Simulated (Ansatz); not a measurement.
**Ca2As2Pt: settings compared (Ansatz)**

Input:

```yaml
crystal:
  lattice:
    - [0.0, 4.455122, 0.0]
    - [4.455122, 0.0, 0.0]
    - [2.227561, 2.227561, -5.259609]
  atoms:
    - { symbol: Pt, position: [0.0, 0.0, 0.0] }
    - { symbol: Ca, position: [0.75, 0.25, 0.5] }
    - { symbol: Ca, position: [0.25, 0.75, 0.5] }
    - { symbol: As, position: [0.3842, 0.3842, 0.2316] }
    - { symbol: As, position: [0.6158, 0.6158, 0.7684] }
  symmetry: { tolerance: 0.0003 }
kpoints:
  mp_grid: { grid: [5, 5, 5], shift: [0, 0, 0] }
magnetization:
  spin_polarized: false
scf:
  occupations: { method: cold, width: 0.1129 }
hamiltonian:
  pseudopotentials: { kind: paw }
  xc: pbe
basis:
  ecutwfc: 420
output:
  forces: true
  stress: true
  eigenvalues: true
  write_density: true
  write_potential: true
  elf: true
  volumetric_format: npy
```

Run with:

```bash
ansatz run input.yaml --threads 1 --pin off --max-ram 2560MiB --backend cpu --events-out ev --progress --plain --runs-dir out
```

Origin of the cell: a known structure type with other elements, at an estimated volume, so it need not be a known compound.

Output of this run (shortened):

```
SCF iter   1: F=—  HF=-25867.921963 eV  Δρ=4.48e-3  dr2=2.21e-2
SCF iter   2: F=—  HF=-25867.920288 eV  S|Δr|=    0.00e0  Δρ=2.65e-3  dr2=8.58e-3
SCF iter   3: F=—  HF=-25867.919760 eV  S|Δr|=    0.00e0  Δρ=7.31e-4  dr2=8.59e-4  defer=3
SCF iter   4: F=—  HF=-25867.919697 eV  S|Δr|=    0.00e0  Δρ=2.74e-4  dr2=1.44e-4  defer=3
SCF iter   5: F=—  HF=-25867.919701 eV  S|Δr|=    0.00e0  Δρ=6.97e-5  dr2=1.25e-5  defer=1
SCF iter   6: F=—  HF=-25867.919659 eV  S|Δr|=    0.00e0  Δρ=3.31e-5  dr2=3.16e-6  defer=1
SCF iter   7: F=—  HF=-25867.919658 eV  S|Δr|=    0.00e0  Δρ=1.69e-5  dr2=7.47e-7  defer=1
SCF iter   8: F=-25867.919658 eV  HF=-25867.919658 eV  S|Δr|=    0.00e0  Δρ=4.51e-6  dr2=3.69e-8
SCF 1 converged in 8 iterations: F = -25867.919658 eV  dr2 = 3.69e-8
SCF converged after 8 iterations
Stability not checked: this state was not tested for a lower state beside it, because cold or Methfessel-Paxton smearing, or corrected tetrahedra, fill the levels in a way that the test cannot read (fill_not_monotonic; […]
Free energy (F): -25867.919658 eV
Harris-Foulkes:  -25867.919658 eV  (|F-HF|=9.55e-9)
Internal energy: -25867.924808 eV  (E = F + TS)
E sigma→0 (E₀):  -25867.921375 eV
Entropy (-TS):   0.005150 eV (1.030 meV/atom)
Fermi energy:    11.395246 eV
--- Per-component energies (eV) ---
  E_band       = -923.663601
  E_kinetic    = 1417.821883
  E_local      = -6750.604593  (includes V_loc(G=0)·N_el)
  E_nonlocal   = -1010.205985
  E_hartree    = 3091.717452
  E_xc         = -699.294705
  E_vxc        = -809.751049  (∫ρ·V_xc dr)
  E_paw        = -14842.063643  (= ΣΔE_a)
  E_vpaw       = 45.642376  (= ΣTr[D̂ρ^β])
  E_aug_tail   = 0.000204  (compensation charges beyond the density's cutoff)
  E_ewald      = -7075.295421
  E_smearing   = 0.005150  (= −TS)
  Σ components = -25867.919658   (vs F -25867.919658, Δ=0.00e0)
--- Forces (eV/Å), atoms counted from 1 ---
  atom   1  Pt    -0.000000    -0.000000     0.000000
  atom   2  Ca     0.000000     0.000000    -0.000000
  atom   3  Ca     0.000000     0.000000     0.000000
  atom   4  As     0.000000     0.000000     3.527456
  atom   5  As     0.000000     0.000000    -3.527456
  max |Σ_I F_I| component: 0.0 eV/Å
--- Stress (GPa, compression-positive) ---
       19.203308       0.000000       0.000000
        0.000000      19.203308       0.000000
        0.000000       0.000000       5.511237
  P = ⅓ Tr σ = 14.6393 GPa (146.393 kbar)
```

The same input was run again with these changes:

1. `hamiltonian.xc` pbe → lda
2. `basis.ecutwfc` 420 → "18.4 Ry"
3. `accuracy` default → high; `scf.occupations.width` 0.1129 → 0.01; `hamiltonian.hubbard` default → { sites: [{ species: Pt, l: d, u_eff: 2.0 }], double_counting: amf }
4. `magnetization` { spin_polarized: false } → { spin_polarized: true } (starts: ferro); typed moments: Pt1 3, Ca2 2, Ca3 3, As4 3, As5 3

```json
{"run": "base", "end": "converged", "SCF iterations": "8", "P (GPa)": "14.64", "max force component (eV/Å)": "3.527", "moment (μB)": "–", "ΔE(σ→0) (meV/atom)": "0"}
{"run": "1", "end": "converged", "SCF iterations": "8", "P (GPa)": "8.10", "max force component (eV/Å)": "3.413", "moment (μB)": "–", "ΔE(σ→0) (meV/atom)": "–"}
{"run": "2", "end": "converged", "SCF iterations": "7", "P (GPa)": "14.77", "max force component (eV/Å)": "3.524", "moment (μB)": "–", "ΔE(σ→0) (meV/atom)": "627.05"}
{"run": "3", "end": "converged", "SCF iterations": "15", "P (GPa)": "14.64", "max force component (eV/Å)": "3.551", "moment (μB)": "–", "ΔE(σ→0) (meV/atom)": "–"}
{"run": "4", "end": "converged", "SCF iterations": "15", "P (GPa)": "14.64", "max force component (eV/Å)": "3.527", "moment (μB)": "0.00", "ΔE(σ→0) (meV/atom)": "0.00"}
```

Energies are compared only where functional, datasets, charge and starting cell are the same.

Not properties of the system: run 2 (too coarse or loose: `basis.ecutwfc` = "18.4 Ry").

Caveats of the base run: no moments, though an odd count or open d shells may carry them; no spin-orbit coupling, though heavy elements are present; the k mesh is coarse if the cell is a metal.

Run 2: the cutoff lies below the datasets' advice.
Run 4: a starting moment was lost; typed moments were cut to what the open shells hold.

The base run took 10 s on 1 thread of Arm Neoverse N1 (shared host), peak memory 0.39 GiB, from the program's own first density.
